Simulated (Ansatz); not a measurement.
**Energy against total moment in MnSi**

MnSi is taken as a measured crystal structure (space group P2_13), 8 atoms in the cell. The computed pressure is over 10 GPa in size, so the cell is far from the computed equilibrium volume (the chosen U may not suit it). Source: COD entry 9013998; the sample's temperature and pressure aren't taken into account, and it need not be the stable phase.

```
Mn Si
1.0
     4.55800    0.00000    0.00000
     0.00000    4.55800    0.00000
     0.00000    0.00000    4.55800
Mn Si
4 4
Cartesian
  0.6290 0.6290 0.6290
  1.6500 3.9290 2.9080
  2.9080 1.6500 3.9290
  3.9290 2.9080 1.6500
  3.8515 3.8515 3.8515
  2.9855 0.7065 1.5725
  1.5725 2.9855 0.7065
  0.7065 1.5725 2.9855
```

Site labels below count the atoms in this order, from 1.

All numbers below come from Ansatz, DFT, PBE+U, PAW, plane waves, scalar-relativistic.

- Hubbard term (Dudarev form): U − J = 3.9 eV on Mn d, on Löwdin-orthonormalised all-electron atomic orbitals
- Plane-wave cutoff: 420 eV
- k-point mesh: 5×5×5 (Γ-centred)
- Occupations: Gaussian smearing, 0.05 eV
- Valence electrons: 76

Moments by site are taken inside atomic spheres; the rest lies between them.

A static U favours moments and orbital order; the result depends on U and need not be the measured state. The U is a test value, not one fitted to this metal, and a U on a metal's d shells tends to overstate moments.

For a metal this mesh leaves errors of several meV/atom.

The total moment of the cell is held fixed (separate Fermi levels for the two spins), shared at the start among the Mn atoms with one sign; no search for lower states follows. Energies are free energies per cell above the lowest run, the runs with a free moment included. A row is the solution that its start led to, not a proven minimum at that M. The run at M = 0 starts without moments and gives the spin-unpolarised solution; a state with cancelling moments wasn't tried, and may lie lower. The program warns that the SCF threshold is loose for stress, so pressures can be off by 0.1 GPa or more.

The run at M = 10.00 μB took 6.7 s on 2 threads of x86-64 server CPU (shared host), peak memory 0.48 GiB.

```json
{"fixed M (μB/cell)": "0.00", "F − F(lowest) (meV/cell)": "4274", "moments of Mn1 Mn2 Mn3 Mn4 Si5 Si6 Si7 Si8 (μB)": "0.00 0.00 0.00 0.00 0.00 0.00 0.00 0.00", "absolute moment (μB)": "0.00", "pressure (GPa)": "-9.1"}
{"fixed M (μB/cell)": "2.00", "F − F(lowest) (meV/cell)": "3311", "moments of Mn1 Mn2 Mn3 Mn4 Si5 Si6 Si7 Si8 (μB)": "0.55 0.55 0.55 0.55 -0.05 -0.05 -0.05 -0.05", "absolute moment (μB)": "4.26", "pressure (GPa)": "0.6"}
{"fixed M (μB/cell)": "6.00", "F − F(lowest) (meV/cell)": "1552", "moments of Mn1 Mn2 Mn3 Mn4 Si5 Si6 Si7 Si8 (μB)": "1.76 1.76 1.76 1.76 -0.17 -0.17 -0.17 -0.17", "absolute moment (μB)": "8.70", "pressure (GPa)": "2.4"}
{"fixed M (μB/cell)": "8.00", "F − F(lowest) (meV/cell)": "507", "moments of Mn1 Mn2 Mn3 Mn4 Si5 Si6 Si7 Si8 (μB)": "2.36 2.36 2.36 2.36 -0.23 -0.23 -0.23 -0.23", "absolute moment (μB)": "11.57", "pressure (GPa)": "8.8"}
{"fixed M (μB/cell)": "10.00", "F − F(lowest) (meV/cell)": "8", "moments of Mn1 Mn2 Mn3 Mn4 Si5 Si6 Si7 Si8 (μB)": "2.77 2.77 2.77 2.77 -0.21 -0.21 -0.21 -0.21", "absolute moment (μB)": "13.15", "pressure (GPa)": "18.0"}
{"fixed M (μB/cell)": "12.00", "F − F(lowest) (meV/cell)": "381", "moments of Mn1 Mn2 Mn3 Mn4 Si5 Si6 Si7 Si8 (μB)": "3.10 3.10 3.10 3.10 -0.16 -0.16 -0.16 -0.16", "absolute moment (μB)": "14.20", "pressure (GPa)": "29.5"}
{"fixed M (μB/cell)": "16.00", "F − F(lowest) (meV/cell)": "3317", "moments of Mn1 Mn2 Mn3 Mn4 Si5 Si6 Si7 Si8 (μB)": "3.62 3.62 3.62 3.62 0.02 0.02 0.02 0.02", "absolute moment (μB)": "16.19", "pressure (GPa)": "55.9"}
{"fixed M (μB/cell)": "18.00", "F − F(lowest) (meV/cell)": "5956", "moments of Mn1 Mn2 Mn3 Mn4 Si5 Si6 Si7 Si8 (μB)": "3.82 3.82 3.82 3.82 0.12 0.12 0.12 0.12", "absolute moment (μB)": "18.03", "pressure (GPa)": "68.6"}
{"fixed M (μB/cell)": "20.00", "F − F(lowest) (meV/cell)": "9187", "moments of Mn1 Mn2 Mn3 Mn4 Si5 Si6 Si7 Si8 (μB)": "3.99 3.99 3.99 3.99 0.23 0.23 0.23 0.23", "absolute moment (μB)": "20.00", "pressure (GPa)": "81.1"}
```

The lowest fixed-moment run is the one at M = 10.00 μB (8 meV). With the constraint released: “parallel moments scaled by 0.1, free total moment [Mn1 0.45, Mn2 0.45, Mn3 0.45, Mn4 0.45 μB]” ends at 10.22 μB, 0 meV; “parallel moments, free total moment [Mn1 4.50, Mn2 4.50, Mn3 4.50, Mn4 4.50 μB]” ends at 10.22 μB, 0 meV. No free run was started from opposed moments. At M = 2.00, 8.00 μB the absolute moment far exceeds M, as opposite spins partly cancel within or between atoms, so the M = 0 row needn't join the others.
